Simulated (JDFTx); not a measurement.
Part of a log of JDFTx (a modified build) for germanium monoxide, GeO (SMILES [O]=[Ge]), charge 0, multiplicity 1 (PBE, GBRV ultrasoft potentials, plane waves to 20/100 Ha):

```
unit cell volume = 6207.1
Chosen fftbox size, S = [  96  80  80  ]
unit cell volume = 6207.1
Chosen fftbox size, S = [  84  72  72  ]
  'Ge' pseudopotential, 'SLA  PW   PBX  PBC' functional
  14 valence electrons, 3 orbitals, 6 projectors, 873 radial grid points, with lMax = 2
  'O' pseudopotential, 'SLA  PW   PBE  PBE' functional
  6 valence electrons, 2 orbitals, 5 projectors, 737 radial grid points, with lMax = 2
Initialized 2 species with 2 total atoms.
Folded 1 k-points by 1x1x1 to 1 k-points.
nElectrons:  20.000000   nBands: 10   nStates: 1
average nbasis = 26525.000 , ideal nbasis = 26517.191
Correction to mu due to finite nuclear width = -0.00319699
   Cavity determined by rhoMin: 0.0001  rhoMax: 0.005
   Effective cavity tension: 7.38651e-06 Eh/bohr^2 and pressure: 0 Eh/bohr^3 to account for cavitation and dispersion.
[...]
	Linear fluid (dielectric constant: 78.4, screening length: 5.74355 Bohr) occupying 0.914345 of unit cell:	Completed after 26 iterations
[... later lines of the fluid solver are left out ...]
ElecMinimize: Iter:   0  Etot: -110.404764677540413  |grad|_K:  6.372e-05  alpha:  1.000e+00
ElecMinimize: Iter:   1  Etot: -110.405841842810688  |grad|_K:  3.710e-05  alpha:  1.000e+00  linmin:  2.834e-03
ElecMinimize: Iter:   2  Etot: -110.406210632170513  |grad|_K:  2.486e-05  alpha:  1.013e+00  linmin: -7.570e-04
[... lines cut ...]
ElecMinimize: Iter:   8  Etot: -110.406401966169540  |grad|_K:  6.084e-07  alpha:  1.012e+00  linmin: -9.425e-03
ElecMinimize: Iter:   9  Etot: -110.406402077283587  |grad|_K:  3.350e-07  alpha:  1.122e+00  linmin: -2.817e-05
ElecMinimize: Iter:  10  Etot: -110.406402099749329  |grad|_K:  2.119e-07  alpha:  8.485e-01  linmin: -1.201e-01
ElecMinimize: Iter:  11  Etot: -110.406402111741173  |grad|_K:  1.571e-07  alpha:  8.845e-01  linmin:  4.608e-05
ElecMinimize: Converged (|Delta Etot|<1.000000e-07 for 2 iters).

# Energy components:
   A_diel =       -0.0209321322225923
   Eewald =       -2.2743895677442616
       EH =       96.3173210053484325
     Eloc =     -216.6130735511528940
      Enl =       17.3431604854427661
      Exc =      -32.7229383457883358
 Exc_core =       12.5245570505007286
       KE =       15.0398929438749605
-------------------------------------
     Etot =     -110.4064021117411727


	eMin: -1.067618 at state 0 ( [ +0.000000 +0.000000 +0.000000 ] spin 0 )
	HOMO: -0.244803 at state 0 ( [ +0.000000 +0.000000 +0.000000 ] spin 0 )
```

Which solvation model was used?
A. SaLSA
B. linear PCM (GLSSA13)
C. soft-sphere model
D. SCCS (g03 parameters)

D, SCCS (g03 parameters). The liquid was water (dielectric constant 78.4), 1 M NaF.
